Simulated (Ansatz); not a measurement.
How far is PAW off for AgB₂?

```
CELL_PARAMETERS angstrom
2.97000 0.00000 0.00000
-1.48500 2.57210 0.00000
0.00000 0.00000 3.24000
ATOMIC_POSITIONS crystal
Ag 0.00000 0.00000 0.00000
B 0.33333 0.66667 0.50000
B 0.66667 0.33333 0.50000
```

Atom numbers follow the list: Ag1, B2, B3.

The cell comes from COD entry 1509214, which wasn't checked; take it as a given geometry. The listed cell was then made from it by scaling, straining or moving an atom.

Levels of theory: DFT, PBEsol, PAW with Ansatz's default frozen-core files, scalar-relativistic (Ansatz 0.2.0); DFT, PBEsol, all-electron PAW with datasets made for the crystal, scalar-relativistic (Ansatz 0.2.0); DFT, PBEsol, all-electron LAPW, scalar-relativistic (Ansatz 0.2.0).

For PAW: a Γ-centred 16×16×13 k mesh, Fermi–Dirac smearing of 0.05 eV, cutoff 420 eV, no spin polarisation; the PAW files were made with PBE, and the program remakes their frozen cores for this functional. The crystal-made all-electron datasets (AE datasets) take a cutoff of 360 eV at this cell. LAPW targets a basis error of 1 meV/atom. The Ansatz runs share mesh, smearing and spin set-up. Plane-wave (PAW) pressures include the program's estimate of the Pulay term.

Stress and pressure are positive in compression.

The change that made this cell: equal xx and yy strain of -1 %.

Spin–orbit coupling is left out, which moves gradients at and beside heavy atoms by some per cent and at worst by a factor of two.

In a metal, gradients converge slowly with the k mesh: the values move by tens of per cent from one mesh to another, at times in sign, so only the comparison on one mesh counts.

```json
{"quantity": "pressure (GPa)", "PAW": "54.72", "AE datasets": "54.64", "LAPW": "54.64"}
{"quantity": "stress xx (GPa)", "PAW": "44.76", "AE datasets": "44.67", "LAPW": "44.67"}
{"quantity": "stress zz (GPa)", "PAW": "74.64", "AE datasets": "74.58", "LAPW": "74.58"}
{"quantity": "field gradient Vzz at Ag1 (10²¹ V/m²)", "PAW": "-7.53", "AE datasets": "-7.51", "LAPW": "–"}
{"quantity": "field gradient Vzz at B2 (10²¹ V/m²)", "PAW": "2.70", "AE datasets": "2.71", "LAPW": "–"}
```
